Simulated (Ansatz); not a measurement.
# Compressing Nb$_{2}$AlC: a fit and a missing row

Nb$_{2}$AlC, P6_3/mmc, a = 3.090 Å, c = 13.851 Å. The structure is a Materials Project entry; whether it is the stable form wasn't checked. Ansatz: PBEsol, PAW, 420 eV, Γ-centred 12×12×4 mesh on 8 atoms, Gaussian smearing 0.10 eV; no spin polarisation. Shape and atoms are relaxed at each volume; pressure is positive in compression.

| V (Å³/atom) | P (GPa) |
| --- | --- |
| 13.461 | ? |
| 13.891 | 6.06 |
| 14.321 | -0.02 |
| 14.750 | -5.17 |
| 15.180 | -9.51 |

Question: Take V0 = 14.321 Å³/atom, count pressures from its P0 = -0.02 GPa, fit the third-order Birch–Murnaghan form to the other rows, and predict the missing pressure.

Answer: With the Eulerian strain f = ½[(V0/V)^(2/3) − 1] and y = (P − P0)/[3f(1 + 2f)^(5/2)], the form is the line y = B0 + 1.5 B0 (B0′ − 4) f. Rows (f, y): 0.01027, 187.6; -0.00974, 185.1; -0.01905, 183.0. Means f = -0.006173, y = 185.23; Σ(Δf)² = 0.0004489, ΣΔfΔy = 0.06815; the slope is their ratio. y = 186.2 + 151.8 f GPa, so B0 = 186.2 GPa and B0′ = 4 + 2 × (151.8)/(3 × 186.2) = 4.54. At V = 13.461, f = 0.02108, y = 189.40 and P = 13.26 GPa. The run gave 13.21 GPa, so the fit is 0.05 GPa too high, a small miss on the scale of the series. The form still works here, 33 % of the fitted range beyond its end.